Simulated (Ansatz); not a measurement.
Total density of states per atom from the program Ansatz at the PBEsol level (PAW), in 0.25 eV bins, energy from the valence-band maximum:

```
E (eV) | states/eV/atom
    -7.85 |  0.02
    -7.60 | # 0.03
    -7.35 | ##### 0.17
    -7.10 | ######## 0.25
    -6.85 | ################### 0.63
    -6.60 | ################ 0.53
    -6.35 | ########### 0.36
    -6.10 | ######### 0.29
    -5.85 | ####### 0.24
    -5.60 | ###### 0.21
    -5.35 | ##### 0.18
    -5.10 | ##### 0.15
    -4.85 | #### 0.14
    -4.60 | #### 0.12
    -4.35 | ####### 0.25
    -4.10 | ################### 0.61
    -3.85 | ################ 0.52
    -3.60 | ############### 0.50
    -3.35 | ################ 0.53
    -3.10 | ################## 0.61
    -2.85 | ###################### 0.74
    -2.60 | ###################### 0.73
    -2.35 | ##################### 0.70
    -2.10 | #################### 0.66
    -1.85 | ################### 0.64
    -1.60 | ################### 0.62
    -1.35 | ################## 0.58
    -1.10 | ############ 0.40
    -0.85 | ######## 0.26
    -0.60 | ###### 0.19
    -0.35 | ### 0.11
    -0.10 | # 0.03
     0.15 |  0.00
     0.40 |  0.00
     0.65 | ## 0.06
     0.90 | ##### 0.16
     1.15 | ######## 0.25
     1.40 | ######### 0.30
     1.65 | ############ 0.39
     1.90 | ################ 0.54
     2.15 | ######################## 0.80
     2.40 | ############################ 0.92
     2.65 | ################### 0.62
     2.90 | ############### 0.50
     3.15 | ################# 0.57
     3.40 | ############################## 0.99
     3.65 | ############################## 0.99
     3.90 | ####################### 0.77
     4.15 | ################# 0.57
     4.40 | ################## 0.59
     4.65 | ################# 0.56
     4.90 | ################## 0.60
     5.15 | ################## 0.61
```

Which compound is it?
A) Ba, bcc (W type)
B) LaB6, Pm-3m (La on 1a, B on 6f)
C) As, A7 (α-As type)
D) Si, diamond

D, Si, diamond. Top 1 eV of the valence band: Si 3p 96 %. Bottom 1 eV of the conduction band: Si 3p 57 %, Si 3s 27 %, outside the projected shells 16 %. Projections are on Löwdin-orthogonalised atomic valence shells; empty p or d shells of many metals are not among them.

Space group Fd-3m (diamond). The PBEsol relaxation kept the symmetry of its start.

Potentials: the later of the program's two PAW sets.
